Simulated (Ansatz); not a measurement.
## Cl at several levels of theory

One geometry, relaxed with PBE+D3(BJ), and single points on it; plane waves with PAW potentials in Ansatz, scalar-relativistic unless the row names spin-orbit coupling. No spin polarisation. Meshes are on the primitive cell of 4 atoms. Gaps are the least over mesh and band path; pressure is positive in compression. Smearing is Gaussian, 0.02 eV. Rows that don't name D3 lack it, which shows in their pressure.

```cif
data_structure
_symmetry_space_group_name_H-M 'P 1'
_symmetry_Int_Tables_number 1
_cell_length_a 3.8700
_cell_length_b 3.8700
_cell_length_c 8.0988
_cell_angle_alpha 90.000
_cell_angle_beta 90.000
_cell_angle_gamma 63.425
_cell_volume 108.48
loop_
_atom_site_label
_atom_site_type_symbol
_atom_site_fract_x
_atom_site_fract_y
_atom_site_fract_z
_atom_site_occupancy
Cl1 Cl 0.87565 0.12435 0.10880 1
Cl2 Cl 0.62435 0.37565 0.60880 1
Cl3 Cl 0.12435 0.87565 0.89120 1
Cl4 Cl 0.37565 0.62435 0.39120 1
```

```csv
level,cutoff (eV),k mesh,gap (eV),pressure (GPa),rough cost with bands (core-min)
PBE+D3(BJ),420,8×8×4,2.19,0.0,1
```

Task: What do r2SCAN, LDA give on the same cell?

Result:
| level | cutoff (eV) | k mesh | gap (eV) | pressure (GPa) | rough cost with bands (core-min) |
| --- | --- | --- | --- | --- | --- |
| r2SCAN | 500 | 8×8×4 | 2.55 | -0.2 | 1.8 |
| LDA | 420 | 8×8×4 | 2.04 | -2.3 | 1 |